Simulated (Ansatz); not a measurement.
LaSi$_{2}$Au$_{2}$:
```xyz
5
Lattice="-2.1907 2.1907 5.1051 2.1907 -2.1907 5.1051 2.1907 2.1907 -5.1051" Properties=species:S:1:pos:R:3 pbc="T T T"
La     0.0000     0.0000     0.0000
Si     0.0000     0.0000     6.2888
Si     0.0000     0.0000     3.9215
Au     0.0000     2.1907     2.5526
Au     2.1907     0.0000     2.5526
```

Relaxed with r²SCAN. Special points in fractions of this cell's reciprocal vectors: Γ (0.000, 0.000, 0.000); X (0.000, 0.000, 0.500); P (0.250, 0.250, 0.250); N (0.000, 0.500, 0.000); M (0.500, 0.500, -0.500); S (0.296, 0.704, -0.296); S0 (-0.296, 0.296, 0.296); R (-0.092, 0.092, 0.500); G (0.500, 0.500, -0.092).

Task: List the band energies nearest the Fermi level at these points for r²SCAN in the plane-wave PAW code Ansatz.

Result: In eV from the Fermi level; about four levels below and three above (degenerate sets whole), none deeper than 8.9 eV; points with the same levels are listed once.

```csv
k,below,above
Γ,-3.52 -2.25 -2.25 -0.95,0.12 0.12 0.39
X,-2.75 -2.73 -2.23 -2.15,1.62 1.83 2.15
P,-2.74 -2.74 -2.22 -2.22,1.59 1.96 1.96
N,-5.34 -4.71 -3.04 -1.54,0.21 0.83 1.14
M,-2.05 -2.05 -0.83 -0.57,1.67 1.76 1.87 1.87
S,-5.08 -1.53 -1.52 -0.97,1.30 1.48 1.91
R,-2.73 -2.29 -2.22 -1.81,1.62 1.86 2.11
```

Space group I4/mmm. The workflow started from a Materials Project entry (that database holds measured and hypothetical structures alike); the Crystallography Open Database files this formula in space group No. 139, but the cells were not matched. Its standing as an ambient phase is unchecked. The cell was relaxed with r²SCAN under the symmetry of its start; its stability against distortions is not shown here. Scalar-relativistic: spin–orbit coupling is off unless named, which matters more the heavier the elements.

Potentials: the earlier of the program's two PAW sets.
